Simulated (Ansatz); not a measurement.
ZrAg:
Space group Cmcm (No. 63); a = 2.9138 Å, b = 11.5993 Å, c = 4.7786 Å, α = 90.00°, β = 90.00°, γ = 90.00°

```csv
atom,site,symmetry,x,y,z
Zr,4c,m2m,0.0000,0.3358,0.2500
Ag,4c,m2m,0.0000,0.0700,0.2500
```
(The calculation used a cell of 4 atoms; values per cell refer to that cell.)

Relaxed at zero pressure with PBE in the plane-wave PAW code Ansatz.

Problem. The volume is lowered by 6 % and shape and atoms relax at that volume. What pressure results, and how do the axes share the change?

Solution. 7.2 GPa; a -2.4 %, b -2.0 %, c -1.7 %; the energy rises by 26 meV/atom.

Problem. Give the new structure.

Solution. 
Space group Cmcm (No. 63); a = 2.8426 Å, b = 11.3673 Å, c = 4.6984 Å, α = β = γ = 90.00°

```json
[
 {"atom": "Zr", "site": "4c", "symmetry": "m2m", "x": "0.0000", "y": "0.3350", "z": "0.2500"},
 {"atom": "Ag", "site": "4c", "symmetry": "m2m", "x": "0.0000", "y": "0.0698", "z": "0.2500"}
]
```

The phase is kept; no other phase was compared at this pressure.

The start of the workflow was typed in or built on a structure type; neither database checked (COD, Materials Project) lists it. COD files the formula under space group No. 129, so this cell is another polymorph or a model. Its standing as an ambient phase is unchecked. Symmetry was held in the PBE relaxation; its stability against distortions is not shown here. The run is not spin-polarised. Axis ratios of metals converge slowly with the k-mesh, so a and c are less sure than the volume.

Potentials: the earlier of the program's two PAW sets.
